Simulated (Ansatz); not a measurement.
The calculation used DFT PBE, scalar-relativistic, plane waves, PAW (Ansatz 0.2.0). Plane waves to 420 eV, a 14×14×6 mesh through Γ for the 4-atom cell and 0.10 eV Gaussian smearing; no spin polarisation.

The zero of energy is the elements' standard structures at the same level (F₂ as a molecule); no fitted shifts are applied.

Q: Give a relaxed trial structure of a tetragonal metal made of Cd and F, with a formation energy near −0.60 eV/atom and a density near 7.58 g/cm³, in a cell of 4 atoms.

A: Cd3F, space group P4/mmm (No. 123). Around Cd on a site of symmetry 4mm lie 4 F at 2.80 Å and 9 Cd at 3.14–3.32 Å; around Cd on a site of symmetry 4/mmm lie 12 Cd at 3.14–3.18 Å; F is surrounded by 8 Cd at 2.80 Å and 4 F at 3.18 Å.

Space group P4/mmm (No. 123). a = 3.184 Å, b = 3.184 Å, c = 7.699 Å, α = 90.00°, β = 90.00°, γ = 90.00°
```tsv
atom	site	symmetry	x	y	z
Cd	2h	4mm	0.5000	0.5000	0.7843
Cd	1b	4/mmm	0.0000	0.0000	0.5000
F	1a	4/mmm	0.0000	0.0000	0.0000
```

| Item | Value |
| --- | --- |
| Volume per atom | 19.52 Å³ |
| Density | 7.58 g/cm³ |
| Formation energy | −0.60 eV/atom |
| Gap on the 14×14×6 mesh of the 4-atom cell | 0 eV (a metal) |

The cell was found from a structure generator's guess, not taken from experiment. Other answers may fit too; this one was computed.

An odd number of electrons in the primitive cell allows no gap without spin; a larger cell or a magnetic state could open one. A structure relaxed within its symmetry needn't be a true minimum.
